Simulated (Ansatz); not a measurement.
The start is a generated trial cell of Ni in the AFLOW prototype A_mC12_5_3c (A19). Cell shape, volume and atoms are optimised at zero target pressure with PBE (plane waves to 420 eV, PAW, scalar-relativistic; Ansatz, an electronic-structure program). The first steps use a coarse 13×13×4 k-mesh.

Initial structure:
```
CELL_PARAMETERS angstrom
      2.46047    -1.42256     0.00000
      2.46047     1.42256     0.00000
     -0.32635     0.00000     9.34542
ATOMIC_POSITIONS crystal
  Ni 0.78000 0.32000 0.24500
  Ni 0.68000 0.22000 0.75500
  Ni 0.33000 0.93000 0.40000
  Ni 0.07000 0.67000 0.60000
  Ni 0.81500 0.67500 0.07000
  Ni 0.32500 0.18500 0.93000
```
Spin-polarised start, with parallel moments on Ni.

Initial pressure: +43.7 GPa (positive: the cell is compressed)
Largest initial force: 4.15 eV/Å, on Ni5, Ni6 (atoms numbered as listed)
Outcome: The space group goes from C2 (No. 5) to Fm-3m (No. 225); the end is fcc (Cu type), with 1 atom in the primitive magnetic cell
Energy released: 1.13 eV/atom
Shortest distances (start → end): The closest pairs of elements (up to four, under 3.6 Å), start → end: Ni–Ni 1.94 → 2.49 Å
Band gap at the end: no gap (metallic)
Moments at the end: net 0.63 μB/atom, ferromagnetic
Optimiser moves: 13

It ends as:

```cif
data_Ni4
_chemical_formula_sum 'Ni4'
_space_group_name_H-M_alt 'Fm-3m'
_space_group_IT_number 225
_space_group_name_Hall '-F 4 2 3'
_cell_length_a 3.51889
_cell_length_b 3.51889
_cell_length_c 3.51889
_cell_angle_alpha 90.000
_cell_angle_beta 90.000
_cell_angle_gamma 90.000
loop_
_atom_site_label
_atom_site_type_symbol
_atom_site_symmetry_multiplicity
_atom_site_Wyckoff_symbol
_atom_site_fract_x
_atom_site_fract_y
_atom_site_fract_z
_atom_site_occupancy
Ni1 Ni 4 b 0.50000 0.50000 0.50000 1
```
(The calculation used a cell of 1 atom; values per cell refer to that cell.)

Final values are on a 23×23×23 k-mesh of the relaxed cell. Spin state reached: ferromagnetic (net 0.63 μB/atom), from parallel starting moments; other spin orders were not run from this start.

The run could not lose the symmetry of its start.
